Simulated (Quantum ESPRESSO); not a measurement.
# MoSc4PtTiSn: one run as intended and one with a planted mistake

Computed values, not a measurement. The program is pw.x of Quantum ESPRESSO 7.5 (plane-wave density functional theory). The cell is made up: eight metal atoms on a hexagonal close-packed lattice, with elements, volume, strain and displacements drawn at random and not relaxed, so it may be unstable or far from any real phase. PseudoDojo standard norm-conserving files set the functional (PBE unless stated); there is no spin polarisation or spin-orbit coupling, the Fermi-Dirac width of 0.25 eV means electrons at about 2900 K, and the masses in the input are unused placeholders. The tin pseudopotential is less sure than most, with forces differing by about three percent from a second method on plain tin. Heavy elements are run without spin-orbit coupling, which real alloys of them have. A spin test at this wide smearing found no moment, but such smearing suppresses magnetism that the real alloy may have.

Intended input:

```
&control calculation='scf', pseudo_dir='./dojo.nc.sr.pbe.v0_5.standard.upf', outdir='./o', disk_io='minimal', tprnfor=.true., tstress=.true. /
&system ibrav=0, nat=8, ntyp=5, nbnd=68, ecutwfc=84.00895049, nosym=.true., tot_charge=0,
 occupations='smearing', smearing='fd', degauss=0.0183746611
/
&electrons conv_thr=1.470e-08, electron_maxstep=70, mixing_beta=0.5 /
ATOMIC_SPECIES
Mo 1.0 Mo.upf
Pt 1.0 Pt.upf
Sc 1.0 Sc.upf
Sn 1.0 Sn.upf
Ti 1.0 Ti.upf
CELL_PARAMETERS angstrom
3.035 0.048 0.0298
0.0831 5.4055 0.0289
0.097 0.0542 10.0103
ATOMIC_POSITIONS angstrom
Mo -0.1177 0.1315 0.1248
Sc 0.1236 -0.0589 5.0779
Sc -0.1048 1.9503 2.5126
Sc 0.1036 1.9753 7.5092
Pt 1.5717 2.9348 -0.002
Ti 1.6788 2.8172 5.1256
Sc 1.7355 4.3984 2.6332
Sn 1.5984 4.5744 7.6144
K_POINTS automatic
8 4 3 1 1 1
```

The log is shortened where brackets say so; the opening notice, blank lines, dates and the lines on written files are dropped, and the path of the files is cut. It prints rydbergs, bohrs and kilobars, and counts compression as positive stress. Its total energy is the free energy E - TS of the whole cell.

Log of the intended run:

```
     Program PWSCF v.7.5
     Parallel version (MPI & OpenMP), running on       4 processor cores
     Number of MPI processes:                 4
     Threads/MPI process:                     1
     [start-up lines left out]
     bravais-lattice index     =            0
     lattice parameter (alat)  =       5.7363  a.u.
     unit-cell volume          =    1107.8462 (a.u.)^3
     number of atoms/cell      =            8
     number of atomic types    =            5
     number of electrons       =       102.00
     number of Kohn-Sham states=           68
     kinetic-energy cutoff     =      84.0090  Ry
     charge density cutoff     =     336.0358  Ry
     scf convergence threshold =      1.5E-08
     mixing beta               =       0.5000
     number of iterations used =            8  plain     mixing
     Exchange-correlation= PBE
                           (   1   4   3   4   0   0   0)
     [axes and pseudopotential details left out]
   Cartesian axes
     site n.     atom                  positions (alat units)
         1        Mo     tau(   1) = (  -0.0387742   0.0433203   0.0411131  )
         2        Sc     tau(   2) = (   0.0407178  -0.0194036   1.6728239  )
         3        Sc     tau(   3) = (  -0.0345245   0.6424917   0.8277314  )
         4        Sc     tau(   4) = (   0.0341292   0.6507275   2.4737724  )
         5        Pt     tau(   5) = (   0.5177686   0.9668177  -0.0006589  )
         6        Ti     tau(   6) = (   0.5530508   0.9280764   1.6885378  )
         7        Sc     tau(   7) = (   0.5717296   1.4489747   0.8674609  )
         8        Sn     tau(   8) = (   0.5265645   1.5069547   2.5084287  )
     number of k points=    48  Fermi-Dirac smearing, width (Ry)=  0.0184
                       cart. coord. in units 2pi/alat
        k(    1) = (   0.0609329   0.0689935   0.0495760), wk =   0.0416667
        k(    2) = (   0.0629015   0.0700442  -0.1526089), wk =   0.0416667
     [further k points left out]
     Dense  grid:   115313 G-vectors     FFT dimensions: (  36,  60, 120)
     Estimated max dynamical RAM per process >     387.31 MB
     Estimated total dynamical RAM >       1.43 GB
     Initial potential from superposition of free atoms
     starting charge     101.9847, renormalised to     102.0000
     Starting wfcs are   79 randomized atomic wfcs
     total cpu time spent up to now is        7.4 secs
     per-process dynamical memory:   296.9 Mb
     Self-consistent Calculation
     iteration #  1     ecut=    84.01 Ry     beta= 0.50
     Davidson diagonalization with overlap
     ethr =  1.00E-02,  avg # of iterations =  2.3
     total cpu time spent up to now is       20.8 secs
     total energy              =   -1056.13371631 Ry
     estimated scf accuracy    <      13.18160005 Ry
     iteration #  2     ecut=    84.01 Ry     beta= 0.50
     Davidson diagonalization with overlap
     ethr =  1.00E-02,  avg # of iterations =  5.7
     total cpu time spent up to now is       40.8 secs
     total energy              =   -1061.48393273 Ry
     estimated scf accuracy    <     172.29090615 Ry
     [iterations 3 to 30 left out]
     iteration # 31     ecut=    84.01 Ry     beta= 0.50
     Davidson diagonalization with overlap
     ethr =  4.18E-11,  avg # of iterations =  1.6
     total cpu time spent up to now is      381.4 secs
     total energy              =   -1065.29954977 Ry
     estimated scf accuracy    <       0.00000003 Ry
     iteration # 32     ecut=    84.01 Ry     beta= 0.50
     Davidson diagonalization with overlap
     ethr =  2.56E-11,  avg # of iterations =  1.2
     total cpu time spent up to now is      393.6 secs
     End of self-consistent calculation
     [lines on levels left out]
!    total energy              =   -1065.29954977 Ry
     estimated scf accuracy    <          7.8E-10 Ry
     smearing contrib. (-TS)   =      -0.15247507 Ry
     internal energy E=F+TS    =   -1065.14707470 Ry
     The total energy is F=E-TS. E is the sum of the following terms:
     one-electron contribution =    -379.17557857 Ry
     hartree contribution      =     229.05459604 Ry
     xc contribution           =    -194.54336253 Ry
     ewald contribution        =    -720.48272964 Ry
     convergence has been achieved in  32 iterations
     Forces acting on atoms (cartesian axes, Ry/au):
     atom    1 type  1   force =     0.00302239   -0.00566788   -0.01409468
     atom    2 type  3   force =    -0.00623637    0.02544900    0.00902486
     atom    3 type  3   force =     0.03068413   -0.05991711   -0.04192530
     atom    4 type  3   force =     0.00314663   -0.02299513    0.05535074
     atom    5 type  2   force =    -0.00519207   -0.00867113    0.02181501
     atom    6 type  5   force =    -0.01219730   -0.01360775   -0.01848518
     atom    7 type  3   force =    -0.01979912    0.06322275   -0.04404780
     atom    8 type  4   force =     0.00657170    0.02218724    0.03236235
     Total force =     0.141652     Total SCF correction =     0.000133
     Computing stress (Cartesian axis) and pressure
          total   stress  (Ry/bohr**3)                   (kbar)     P=      -17.94
   0.00006111  -0.00012526  -0.00001646            8.99      -18.43       -2.42
  -0.00012526  -0.00006123  -0.00000065          -18.43       -9.01       -0.10
  -0.00001646  -0.00000065  -0.00036566           -2.42       -0.10      -53.79
     init_run     :      6.20s CPU      6.49s WALL (       1 calls)
     electrons    :    376.94s CPU    386.17s WALL (       1 calls)
     forces       :      2.36s CPU      2.39s WALL (       1 calls)
     stress       :      8.53s CPU      8.54s WALL (       1 calls)
     [timing details left out]
     PWSCF        :   6m34.98s CPU   6m44.62s WALL
     JOB DONE.
```

A second run has one planted mistake: one coordinate of one atom is wrong. The input lines that differ:

```
- Sn 1.5984 4.5744 7.6144
+ Sn 1.5984 4.5144 7.6144
```

Its log:

```
     Program PWSCF v.7.5
     Parallel version (MPI & OpenMP), running on       4 processor cores
     Number of MPI processes:                 4
     Threads/MPI process:                     1
     [start-up lines left out]
     bravais-lattice index     =            0
     lattice parameter (alat)  =       5.7363  a.u.
     unit-cell volume          =    1107.8462 (a.u.)^3
     number of atoms/cell      =            8
     number of atomic types    =            5
     number of electrons       =       102.00
     number of Kohn-Sham states=           68
     kinetic-energy cutoff     =      84.0090  Ry
     charge density cutoff     =     336.0358  Ry
     scf convergence threshold =      1.5E-08
     mixing beta               =       0.5000
     number of iterations used =            8  plain     mixing
     Exchange-correlation= PBE
                           (   1   4   3   4   0   0   0)
     [axes and pseudopotential details left out]
   Cartesian axes
     site n.     atom                  positions (alat units)
         1        Mo     tau(   1) = (  -0.0387742   0.0433203   0.0411131  )
         2        Sc     tau(   2) = (   0.0407178  -0.0194036   1.6728239  )
         3        Sc     tau(   3) = (  -0.0345245   0.6424917   0.8277314  )
         4        Sc     tau(   4) = (   0.0341292   0.6507275   2.4737724  )
         5        Pt     tau(   5) = (   0.5177686   0.9668177  -0.0006589  )
         6        Ti     tau(   6) = (   0.5530508   0.9280764   1.6885378  )
         7        Sc     tau(   7) = (   0.5717296   1.4489747   0.8674609  )
         8        Sn     tau(   8) = (   0.5265645   1.4871888   2.5084287  )
     number of k points=    48  Fermi-Dirac smearing, width (Ry)=  0.0184
                       cart. coord. in units 2pi/alat
        k(    1) = (   0.0609329   0.0689935   0.0495760), wk =   0.0416667
        k(    2) = (   0.0629015   0.0700442  -0.1526089), wk =   0.0416667
     [further k points left out]
     Dense  grid:   115313 G-vectors     FFT dimensions: (  36,  60, 120)
     Estimated max dynamical RAM per process >     387.31 MB
     Estimated total dynamical RAM >       1.43 GB
     Initial potential from superposition of free atoms
     starting charge     101.9847, renormalised to     102.0000
     Starting wfcs are   79 randomized atomic wfcs
     total cpu time spent up to now is        6.5 secs
     per-process dynamical memory:   296.8 Mb
     Self-consistent Calculation
     iteration #  1     ecut=    84.01 Ry     beta= 0.50
     Davidson diagonalization with overlap
     ethr =  1.00E-02,  avg # of iterations =  2.3
     total cpu time spent up to now is       18.7 secs
     total energy              =   -1056.09587951 Ry
     estimated scf accuracy    <      13.23568067 Ry
     iteration #  2     ecut=    84.01 Ry     beta= 0.50
     Davidson diagonalization with overlap
     ethr =  1.00E-02,  avg # of iterations =  5.7
     total cpu time spent up to now is       37.2 secs
     total energy              =   -1061.47135038 Ry
     estimated scf accuracy    <     172.64888999 Ry
     [iterations 3 to 27 left out]
     iteration # 28     ecut=    84.01 Ry     beta= 0.50
     Davidson diagonalization with overlap
     ethr =  1.59E-10,  avg # of iterations =  1.4
     total cpu time spent up to now is      357.1 secs
     total energy              =   -1065.29606902 Ry
     estimated scf accuracy    <       0.00000002 Ry
     iteration # 29     ecut=    84.01 Ry     beta= 0.50
     Davidson diagonalization with overlap
     ethr =  2.29E-11,  avg # of iterations =  4.1
     total cpu time spent up to now is      369.5 secs
     End of self-consistent calculation
     [lines on levels left out]
!    total energy              =   -1065.29606902 Ry
     estimated scf accuracy    <          2.2E-09 Ry
     smearing contrib. (-TS)   =      -0.15237267 Ry
     internal energy E=F+TS    =   -1065.14369635 Ry
     The total energy is F=E-TS. E is the sum of the following terms:
     one-electron contribution =    -380.51147080 Ry
     hartree contribution      =     229.71677475 Ry
     xc contribution           =    -194.54956626 Ry
     ewald contribution        =    -719.79943404 Ry
     convergence has been achieved in  29 iterations
     Forces acting on atoms (cartesian axes, Ry/au):
     atom    1 type  1   force =     0.00308840   -0.00598700   -0.01395724
     atom    2 type  3   force =    -0.00611619    0.02507776    0.01143480
     atom    3 type  3   force =     0.03071757   -0.06010666   -0.04197701
     atom    4 type  3   force =     0.00402385   -0.03626851    0.05468343
     atom    5 type  2   force =    -0.00523459   -0.01054169    0.02404653
     atom    6 type  5   force =    -0.01212837   -0.01491167   -0.01970661
     atom    7 type  3   force =    -0.01974920    0.06332905   -0.04431334
     atom    8 type  4   force =     0.00539853    0.03940873    0.02978943
     Total force =     0.148277     Total SCF correction =     0.000202
     Computing stress (Cartesian axis) and pressure
          total   stress  (Ry/bohr**3)                   (kbar)     P=      -16.07
   0.00006516  -0.00012471  -0.00001649            9.58      -18.35       -2.43
  -0.00012471  -0.00003420  -0.00000084          -18.35       -5.03       -0.12
  -0.00001649  -0.00000084  -0.00035863           -2.43       -0.12      -52.76
     init_run     :      5.79s CPU      6.07s WALL (       1 calls)
     electrons    :    354.54s CPU    363.04s WALL (       1 calls)
     forces       :      1.95s CPU      1.98s WALL (       1 calls)
     stress       :      6.67s CPU      6.69s WALL (       1 calls)
     [timing details left out]
     PWSCF        :   6m 9.34s CPU   6m18.25s WALL
     JOB DONE.
```

|  | intended run | run with the mistake |
| --- | --- | --- |
| free energy (eV) | -14494.139 | -14494.091 |
| entropy term -TS, part of it (eV) | -2.075 | -2.073 |
| pressure (GPa) | -1.79 | -1.61 |
| size of the largest force component (eV/Å) | 1.626 | 1.628 |
| largest change of a force component (eV/Å) |  | 0.443 |
| iterations | 32 | 29 |

For scale, a rerun of the intended cell at a higher cutoff and on a denser mesh moved values by no more than 0.003 eV in energy, 0.03 GPa in stress and 0.012 eV/Å in force, and a second program with other atomic files agreed on that cell to 2 % rms in force and 0.5 GPa in pressure.